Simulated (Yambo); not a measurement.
Yambo run on NaOH (space group P2_1, No. 4). The wavefunctions are norm-conserving PBEsol (Quantum ESPRESSO, 88 Ry, without SOC) ones on a 4×4×4 mesh (16 occupied bands); a = 3.4259 Å, b = 3.3464 Å, c = 5.2952 Å, α = 90.00°, β = 107.30°, γ = 90.00°.

Yambo input:

```
rim_cut
gw0
dyson
el_el_corr
HF_and_locXC
cohsex
em1s
RandQpts= 1000000
RandGvec= 1 Ry
EXXRLvcs= 88 Ry
VXCRLvcs= 352 Ry
Chimod= "HARTREE"
% BndsRnXs
 3 | 112 |
%
NGsBlkXs= 8 Ry
% LongDrXs
 1.0 | 1.0 | 1.0 |
%
ExtendOut
% QPkrange
 1 | 1 | 16 | 17 |
 3 | 3 | 16 | 16 |
%
```

k points by index: 1 = Γ, 3 = (0, 0, -0.5).

The o-*.qp file then holds:

```
#    K-point    Band    Eo [eV]    E [eV]    E-Eo [eV]    Vxc [eV]    Vnlxc [eV]    Sc|Eo [eV]    Re(Z)    Im(Z)
#
    1    16    -0.170674    -4.058684    -3.888010    -18.97793    -25.04488    2.178937    1.000000    0.000000
    1    17    3.557212    3.961663    0.404451    -10.22739    -6.060682    -3.762256    1.000000    0.000000
    3    16    0.000000    -3.842813    -3.842813    -19.21471    -25.23050    2.172983    1.000000    0.000000
```
(The two width columns are left out.) Convergence of these settings isn't established.

Geometry of the Materials Project entry, not relaxed at this level.

The structure is a Materials Project entry; no match was found in the copy of COD used, and its stability was not checked.
